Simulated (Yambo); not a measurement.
BeTe (zinc blende, space group F-43m, No. 216), G0W0@LDA (Yambo, plasmon pole, terminator in G, 4×4×4 mesh): gap Γ → X in eV by bands and screening block.

| bands (W and G) | 2 Ry | 4 Ry | 6 Ry | 8 Ry | 10 Ry |
|---|---|---|---|---|---|
| 24 | 3.02 | 3.15 | 3.17 | 3.20 | 3.20 |
| 37 | (withheld) | 3.13 | 3.17 | 3.21 | 3.22 |
| 57 | 2.91 | 3.10 | 3.15 | 3.20 | 3.21 |
| 78 | 2.90 | 3.10 | 3.15 | 3.21 | (withheld) |
| 104 | 2.90 | 3.10 | 3.15 | 3.22 | (withheld) |

Estimate the withheld gaps from their neighbours; the computed values follow.


- 37, 2 Ry: 2.95
- 78, 10 Ry: 3.23
- 104, 10 Ry: 3.24

The largest settings aren't shown to be the converged limit.

The standard potential for Te keeps a d shell in the valence without the s and p states of that shell. In tests on such compounds this moved G0W0 gaps by up to about 0.9 eV, so absolute quasiparticle energies here are unreliable; differences between settings are what counts.

Spin-orbit coupling is not included.

Geometry relaxed with LDA; primitive cell a = 3.9278 Å, b = 3.9278 Å, c = 3.9278 Å, α = 60.00°, β = 60.00°, γ = 60.00°.
